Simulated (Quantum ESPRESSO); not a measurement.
# AlGeSiSN3: finding a planted mistake in a log

Computed values, not a measurement. The program is pw.x of Quantum ESPRESSO 7.5 (plane-wave density functional theory). The cell is made up: 7 atoms on a zincblende/diamond lattice with one site empty, with randomly drawn elements, strain and displacements, not relaxed. PseudoDojo standard norm-conserving files (v0.5 for PBE, v0.4.1 for LDA and PBEsol) set the functional; there is no spin polarisation, spin-orbit coupling or dispersion term, and the masses in the input are unused placeholders.

Intended input:

```
&control calculation='scf', pseudo_dir='./dojo.nc.sr.pbe.v0_5.standard.upf', outdir='./o', disk_io='medium', tprnfor=.true., tstress=.true. /
&system ibrav=0, nat=7, ntyp=5, nbnd=27, ecutwfc=84.00895049, nosym=.true., tot_charge=0,
 occupations='smearing', smearing='fd', degauss=0.0018374661
/
&electrons conv_thr=7.350e-09, electron_maxstep=60, /
ATOMIC_SPECIES
Al 1.0 Al.upf
Ge 1.0 Ge.upf
N 1.0 N.upf
S 1.0 S.upf
Si 1.0 Si.upf
CELL_PARAMETERS angstrom
4.4927 0.0332 -0.0198
0.0332 4.513 0.0529
-0.0198 0.0529 4.6011
ATOMIC_POSITIONS angstrom
Al 0.0609 0.0023 -0.0007
Ge -0.0343 2.2554 2.3059
Si 2.2445 0.077 2.3324
S 1.1617 1.2219 1.1633
N 1.1889 3.3501 3.4627
N 3.3366 1.1859 3.3963
N 3.3722 3.4126 1.126
K_POINTS automatic
4 4 4 1 1 1
```

The log is shortened where brackets say so; the opening notice, blank lines, dates and the lines on written files are dropped, and the path of the files is cut. It prints rydbergs, bohrs and kilobars, and counts compression as positive stress. Where no state is partly filled, the Fermi energy that it prints is only some level between the filled and the empty states on the mesh, and need not lie in the true gap.

Log of the intended run:

```
     Program PWSCF v.7.5
     Parallel version (MPI & OpenMP), running on       1 processor cores
     Number of MPI processes:                 1
     Threads/MPI process:                     1
     [start-up lines left out]
     bravais-lattice index     =            0
     lattice parameter (alat)  =       8.4903  a.u.
     unit-cell volume          =     629.4197 (a.u.)^3
     number of atoms/cell      =            7
     number of atomic types    =            5
     number of electrons       =        42.00
     number of Kohn-Sham states=           27
     kinetic-energy cutoff     =      84.0090  Ry
     charge density cutoff     =     336.0358  Ry
     scf convergence threshold =      7.3E-09
     mixing beta               =       0.7000
     number of iterations used =            8  plain     mixing
     Exchange-correlation= PBE
                           (   1   4   3   4   0   0   0)
     [axes and pseudopotential details left out]
   Cartesian axes
     site n.     atom                  positions (alat units)
         1        Al     tau(   1) = (   0.0135548   0.0005119  -0.0001558  )
         2        Ge     tau(   2) = (  -0.0076343   0.5019958   0.5132358  )
         3        Si     tau(   3) = (   0.4995697   0.0171383   0.5191341  )
         4        S      tau(   4) = (   0.2585655   0.2719645   0.2589216  )
         5        N      tau(   5) = (   0.2646195   0.7456487   0.7707107  )
         6        N      tau(   6) = (   0.7426440   0.2639518   0.7559317  )
         7        N      tau(   7) = (   0.7505676   0.7595597   0.2506195  )
     number of k points=    32  Fermi-Dirac smearing, width (Ry)=  0.0018
                       cart. coord. in units 2pi/alat
        k(    1) = (   0.1246364   0.1221049   0.1211920), wk =   0.0625000
        k(    2) = (   0.1257337   0.1192349   0.3653489), wk =   0.0625000
     [further k points left out]
     Dense  grid:    65509 G-vectors     FFT dimensions: (  50,  50,  54)
     Estimated max dynamical RAM per process >      80.88 MB
     Initial potential from superposition of free atoms
     starting charge      41.9961, renormalised to      42.0000
     Starting wfcs are   33 randomized atomic wfcs
     total cpu time spent up to now is        6.5 secs
     per-process dynamical memory:    60.1 Mb
     Self-consistent Calculation
     iteration #  1     ecut=    84.01 Ry     beta= 0.70
     Davidson diagonalization with overlap
     ethr =  1.00E-02,  avg # of iterations =  3.7
     total cpu time spent up to now is       26.4 secs
     total energy              =    -275.04575909 Ry
     estimated scf accuracy    <       1.81302946 Ry
     iteration #  2     ecut=    84.01 Ry     beta= 0.70
     Davidson diagonalization with overlap
     ethr =  4.32E-03,  avg # of iterations =  3.5
     total cpu time spent up to now is       44.4 secs
     total energy              =    -275.06744460 Ry
     estimated scf accuracy    <       4.46920300 Ry
     [iterations 3 to 10 left out]
     iteration # 11     ecut=    84.01 Ry     beta= 0.70
     Davidson diagonalization with overlap
     ethr =  2.24E-09,  avg # of iterations =  2.0
     total cpu time spent up to now is      189.3 secs
     total energy              =    -275.94677104 Ry
     estimated scf accuracy    <       0.00000016 Ry
     iteration # 12     ecut=    84.01 Ry     beta= 0.70
     Davidson diagonalization with overlap
     ethr =  3.82E-10,  avg # of iterations =  2.0
     total cpu time spent up to now is      201.0 secs
     End of self-consistent calculation
     [lines on levels left out]
     the Fermi energy is     8.6795 ev
!    total energy              =    -275.94677108 Ry
     estimated scf accuracy    <          1.2E-09 Ry
     smearing contrib. (-TS)   =      -0.00000000 Ry
     internal energy E=F+TS    =    -275.94677108 Ry
     The total energy is F=E-TS. E is the sum of the following terms:
     one-electron contribution =    -120.52329879 Ry
     hartree contribution      =      86.05050788 Ry
     xc contribution           =     -73.65876337 Ry
     ewald contribution        =    -167.81521680 Ry
     convergence has been achieved in  12 iterations
     Forces acting on atoms (cartesian axes, Ry/au):
     atom    1 type  1   force =    -0.16403771   -0.17959032   -0.16179740
     atom    2 type  2   force =    -0.20939146    0.22508322    0.20784451
     atom    3 type  5   force =     0.17276503   -0.21427945    0.16426302
     atom    4 type  4   force =     0.19625820    0.06850324   -0.18375226
     atom    5 type  3   force =    -0.00694539    0.09489543   -0.05010264
     atom    6 type  3   force =     0.00619607   -0.06970000   -0.04277704
     atom    7 type  3   force =     0.00515527    0.07508787    0.06632180
     Total force =     0.656597     Total SCF correction =     0.000134
     Computing stress (Cartesian axis) and pressure
          total   stress  (Ry/bohr**3)                   (kbar)     P=       25.64
   0.00009939  -0.00085971   0.00034791           14.62     -126.47       51.18
  -0.00085971   0.00001009   0.00045230         -126.47        1.48       66.54
   0.00034791   0.00045230   0.00041337           51.18       66.54       60.81
     init_run     :      6.20s CPU      6.32s WALL (       1 calls)
     electrons    :    186.85s CPU    194.52s WALL (       1 calls)
     forces       :      2.38s CPU      2.42s WALL (       1 calls)
     stress       :      7.32s CPU      7.38s WALL (       1 calls)
     [timing details left out]
     PWSCF        :   3m22.96s CPU   3m30.98s WALL
     JOB DONE.
```

A second run was made from an input with one planted mistake. Its log:

```
     Program PWSCF v.7.5
     Parallel version (MPI & OpenMP), running on       4 processor cores
     Number of MPI processes:                 4
     Threads/MPI process:                     1
     [start-up lines left out]
     bravais-lattice index     =            0
     lattice parameter (alat)  =       8.4903  a.u.
     unit-cell volume          =     629.4197 (a.u.)^3
     number of atoms/cell      =            7
     number of atomic types    =            5
     number of electrons       =        43.00
     number of Kohn-Sham states=           28
     kinetic-energy cutoff     =      84.0090  Ry
     charge density cutoff     =     336.0358  Ry
     scf convergence threshold =      7.3E-09
     mixing beta               =       0.7000
     number of iterations used =            8  plain     mixing
     Exchange-correlation= PBE
                           (   1   4   3   4   0   0   0)
     [axes and pseudopotential details left out]
   Cartesian axes
     site n.     atom                  positions (alat units)
         1        Al     tau(   1) = (   0.0135548   0.0005119  -0.0001558  )
         2        Ge     tau(   2) = (  -0.0076343   0.5019958   0.5132358  )
         3        Si     tau(   3) = (   0.4995697   0.0171383   0.5191341  )
         4        S      tau(   4) = (   0.2585655   0.2719645   0.2589216  )
         5        N      tau(   5) = (   0.2646195   0.7456487   0.7707107  )
         6        N      tau(   6) = (   0.7426440   0.2639518   0.7559317  )
         7        N      tau(   7) = (   0.7505676   0.7595597   0.2506195  )
     number of k points=    32  Fermi-Dirac smearing, width (Ry)=  0.0018
                       cart. coord. in units 2pi/alat
        k(    1) = (   0.1246364   0.1221049   0.1211920), wk =   0.0625000
        k(    2) = (   0.1257337   0.1192349   0.3653489), wk =   0.0625000
     [further k points left out]
     Dense  grid:    65509 G-vectors     FFT dimensions: (  50,  50,  54)
     Estimated max dynamical RAM per process >     109.49 MB
     Estimated total dynamical RAM >     389.99 MB
     Initial potential from superposition of free atoms
     starting charge      41.9961, renormalised to      43.0000
     Starting wfcs are   33 randomized atomic wfcs
     total cpu time spent up to now is        1.9 secs
     per-process dynamical memory:    78.8 Mb
     Self-consistent Calculation
     iteration #  1     ecut=    84.01 Ry     beta= 0.70
     Davidson diagonalization with overlap
     ethr =  1.00E-02,  avg # of iterations =  3.7
     total cpu time spent up to now is        4.1 secs
     total energy              =    -274.36542178 Ry
     estimated scf accuracy    <       1.67248256 Ry
     iteration #  2     ecut=    84.01 Ry     beta= 0.70
     Davidson diagonalization with overlap
     ethr =  3.89E-03,  avg # of iterations =  3.6
     total cpu time spent up to now is        6.2 secs
     total energy              =    -274.53524468 Ry
     estimated scf accuracy    <       3.48080036 Ry
     [iterations 3 to 10 left out]
     iteration # 11     ecut=    84.01 Ry     beta= 0.70
     Davidson diagonalization with overlap
     ethr =  2.97E-10,  avg # of iterations =  2.0
     total cpu time spent up to now is       22.9 secs
     total energy              =    -275.21755042 Ry
     estimated scf accuracy    <          8.2E-09 Ry
     iteration # 12     ecut=    84.01 Ry     beta= 0.70
     Davidson diagonalization with overlap
     ethr =  1.90E-11,  avg # of iterations =  3.3
     total cpu time spent up to now is       24.8 secs
     End of self-consistent calculation
     [lines on levels left out]
     the Fermi energy is    10.3998 ev
!    total energy              =    -275.21755042 Ry
     estimated scf accuracy    <          9.6E-10 Ry
     smearing contrib. (-TS)   =      -0.00031383 Ry
     internal energy E=F+TS    =    -275.21723659 Ry
     The total energy is F=E-TS. E is the sum of the following terms:
     one-electron contribution =    -119.27037716 Ry
     hartree contribution      =      86.34701063 Ry
     xc contribution           =     -74.47865327 Ry
     ewald contribution        =    -167.81521680 Ry
     convergence has been achieved in  12 iterations
     Forces acting on atoms (cartesian axes, Ry/au):
     atom    1 type  1   force =    -0.13907881   -0.15807182   -0.14580532
     atom    2 type  2   force =    -0.18420265    0.19831741    0.18631694
     atom    3 type  5   force =     0.13989607   -0.18200717    0.13765464
     atom    4 type  4   force =     0.18519340    0.04181467   -0.17781773
     atom    5 type  3   force =    -0.00777542    0.09791998   -0.03718749
     atom    6 type  3   force =     0.00551750   -0.07834144   -0.02449991
     atom    7 type  3   force =     0.00044993    0.08036838    0.06133887
     Total force =     0.583862     Total SCF correction =     0.000080
     Computing stress (Cartesian axis) and pressure
          total   stress  (Ry/bohr**3)                   (kbar)     P=      273.13
   0.00183709  -0.00082060   0.00037029          270.24     -120.71       54.47
  -0.00082060   0.00182254   0.00047644         -120.71      268.11       70.09
   0.00037029   0.00047644   0.00191056           54.47       70.09      281.05
     init_run     :      1.72s CPU      1.80s WALL (       1 calls)
     electrons    :     22.40s CPU     22.85s WALL (       1 calls)
     forces       :      0.35s CPU      0.36s WALL (       1 calls)
     stress       :      1.11s CPU      1.11s WALL (       1 calls)
     [timing details left out]
     PWSCF        :     25.73s CPU     26.32s WALL
     JOB DONE.
```

Question: what was wrong in the second input?

Answer: the cell has the wrong charge. The input lines that differ, file-writing options aside:

```
- &system ibrav=0, nat=7, ntyp=5, nbnd=27, ecutwfc=84.00895049, nosym=.true., tot_charge=0,
+ &system ibrav=0, nat=7, ntyp=5, nbnd=28, ecutwfc=84.00895049, nosym=.true., tot_charge=-1,
```

|  | intended run | run with the mistake |
| --- | --- | --- |
| free energy (eV) | -3754.447 | -3744.526 |
| smearing term -TS (eV) | 0.0000 | -0.0043 |
| pressure (GPa) | 2.56 | 27.31 |
| largest force component (eV/Å) | 5.787 | 5.099 |
| largest change of a force component (eV/Å) |  | 0.845 |
| iterations | 12 | 12 |

For scale, a rerun of the intended cell at 1437 eV and a 6 x 6 x 6 mesh moved values by no more than 0.003 eV in energy, 0.02 GPa in stress and 0.003 eV/Å in force. The charged cell sits in a uniform background, so its energy and stress rest on the program's zero of potential. The number of bands, nbnd, was set by rule from the electron count and the smearing, so it follows the mistake.